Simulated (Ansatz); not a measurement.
A relaxed cell of La₂O₃ (P-3m1 (No. 164)), relaxed on a k-mesh at least as fine as the one used below. All values below come from r2SCAN (plane waves to 500 eV, PAW, scalar-relativistic; Ansatz, an electronic-structure program). Γ-centred k-mesh 7×4×4 on the run's cell (coarser than for final values), Fermi–Dirac smearing 0.05 eV.

```
CELL_PARAMETERS angstrom
      3.93519     0.00000     0.00000
     -3.93519     6.81595     0.00000
      0.00000     0.00000     6.12567
ATOMIC_POSITIONS crystal
  La 0.33333 0.33333 0.24612
  La 0.33333 0.83333 0.24612
  La 0.66667 0.16667 0.75388
  La 0.66667 0.66667 0.75388
  O  0.00000 0.00000 0.00000
  O  0.00000 0.50000 0.00000
  O  0.33333 0.33333 0.64612
  O  0.33333 0.83333 0.64612
  O  0.66667 0.16667 0.35388
  O  0.66667 0.66667 0.35388
```

The atoms are displaced by (Å):

```
atom      ux      uy      uz
----  ------  ------  ------
La1   -0.009   0.114   0.004
La2    0.089   0.045  -0.072
La3   -0.066  -0.138  -0.123
La4    0.097  -0.035   0.046
O5    -0.024   0.054   0.034
O6     0.128   0.077   0.082
O7    -0.018  -0.009  -0.022
O8     0.113   0.011  -0.043
O9    -0.028   0.101   0.024
O10   -0.019  -0.162   0.116
```

Problem. What forces (eV/Å) and pressure result?

Solution. 
```tsv
atom	Fx	Fy	Fz
La1	-0.10	-1.86	-0.51
La2	-0.06	-0.04	0.79
La3	0.44	2.18	0.89
La4	-0.30	-0.82	-0.72
O5	0.11	-1.06	0.01
O6	-0.40	0.82	-0.35
O7	-0.05	-0.10	0.77
O8	-0.31	-0.84	-0.16
O9	0.18	-1.15	-0.45
O10	0.50	2.88	-0.27
```

Pressure +1.9 GPa.

Problem. Estimate the energy cost of the displacement in the harmonic approximation and compare with the calculation.

Solution. For a harmonic well ΔE = −½ Σ F·u = 0.760 eV a cell, or 76 meV/atom. The calculated energy relative to the undisplaced cell is +74 meV/atom, so the harmonic estimate holds well.

No spin polarisation in the result.

The run that gave the undisplaced cell could not lose the symmetry of its start; a randomly shaken copy of 5 atoms returns to this structure.
